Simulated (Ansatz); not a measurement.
ZrSi$_{2}$:
```
CELL_PARAMETERS angstrom
      1.84500    -7.43194     0.00000
      1.84500     7.43194     0.00000
      0.00000     0.00000     3.66473
ATOMIC_POSITIONS crystal
  Si 0.94827 0.05173 0.75000
  Si 0.05173 0.94827 0.25000
  Si 0.24979 0.75021 0.75000
  Si 0.75021 0.24979 0.25000
  Zr 0.60585 0.39415 0.75000
  Zr 0.39415 0.60585 0.25000
```

Relaxed with r²SCAN. Special points in fractions of this cell's reciprocal vectors: Γ (0.000, 0.000, 0.000); Y (-0.500, 0.500, 0.000); C0 (-0.265, 0.735, 0.000); Σ0 (0.265, 0.265, 0.000); Z (0.000, 0.000, 0.500); A0 (0.265, 0.265, 0.500); E0 (-0.265, 0.735, 0.500); T (-0.500, 0.500, 0.500); S (0.000, 0.500, 0.000); R (0.000, 0.500, 0.500).

Q: List the band energies nearest the Fermi level at these points for DFT-r²SCAN in the program Ansatz with PAW potentials.

A: In eV from the Fermi level; about four levels below and three above (degenerate sets whole), none deeper than 8.9 eV; points with the same levels are listed once.

```
k                           below                above
--  -----------------------------  -------------------
Γ   -2.65 -2.65 -2.54 -2.44 -0.01       1.22 1.46 1.51
Y         -2.83 -2.78 -2.11 -1.60       0.46 1.14 1.21
C0        -1.56 -0.96 -0.64 -0.16       1.01 1.04 1.64
Z         -0.10 -0.10 -0.04 -0.04  1.60 1.60 2.60 2.60
A0        -3.58 -3.58 -2.31 -2.31  2.19 2.19 3.22 3.22
T         -2.32 -2.32 -0.96 -0.96  0.05 0.05 2.45 2.45
S         -1.54 -0.90 -0.49 -0.44       0.93 0.99 2.17
R         -3.58 -3.58 -2.29 -2.29  2.25 2.25 3.37 3.37
```

Space group Cmcm. Symmetry was held in the r²SCAN relaxation; of distortions, only those at the zone centre were tested. The run is not spin-polarised. Spin–orbit coupling is left out wherever it is not named.

Potentials: the later of the program's two PAW sets.
